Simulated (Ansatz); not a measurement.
Starting cell, HfO2 (tetragonal-ZrO2 type, space group P4_2/nmc):

```xyz
6
Lattice="3.5671 0.0000 0.0000 0.0000 3.5671 0.0000 0.0000 0.0000 5.1660" Properties=species:S:1:pos:R:3 pbc="T T T"
Hf     0.0000     0.0000     0.0000
Hf     1.7835     1.7835     2.5830
O      0.0000     1.7835     1.0337
O      0.0000     1.7835     3.6167
O      1.7835     0.0000     1.5493
O      1.7835     0.0000     4.1323
```

In this cell atom 5 (O, nearest neighbour Hf at 2.061 Å; its periodic images, 3.6 Å or more away, move with it) is moved by s along Cartesian x, unit vector (1.000, 0.000, 0.000); all other atoms and the cell stay fixed.

Level of theory: PBEsol (plane waves to 420 eV, PAW, scalar-relativistic; Ansatz, an electronic-structure program). k mesh 8×8×5 (Γ-centred), Fermi-Dirac smearing 0.05 eV. The energy includes the smearing's −TS. F∥ is the force on the atom along that direction. HfO2 is run without spin polarisation. HfO2 was relaxed with its symmetry unable to fall. Spin-orbit coupling is left out, though Hf is heavy. This is a high-temperature form of HfO2. The zero of ΔE is the undisplaced structure.

```csv
s (Å),ΔE (meV/cell),F∥ (eV/Å)
-0.210,134.5,1.320
-0.168,?,1.034
-0.126,?,0.762
-0.084,?,0.502
-0.042,?,0.249
0.000,0.0,0.000
0.042,?,-0.249
0.084,?,-0.502
0.126,?,-0.762
0.168,?,-1.034
0.210,134.5,-1.320
```

Task: What belongs in the gaps?

Result: 
- -0.168, ΔE (meV/cell): 85.1
- -0.126, ΔE (meV/cell): 47.5
- -0.084, ΔE (meV/cell): 21.0
- -0.042, ΔE (meV/cell): 5.2
- 0.042, ΔE (meV/cell): 5.2
- 0.084, ΔE (meV/cell): 21.0
- 0.126, ΔE (meV/cell): 47.5
- 0.168, ΔE (meV/cell): 85.1

(For displaced atoms, the force is minus the slope of the energy, and its curvature is a force constant, which sets phonon frequencies.)
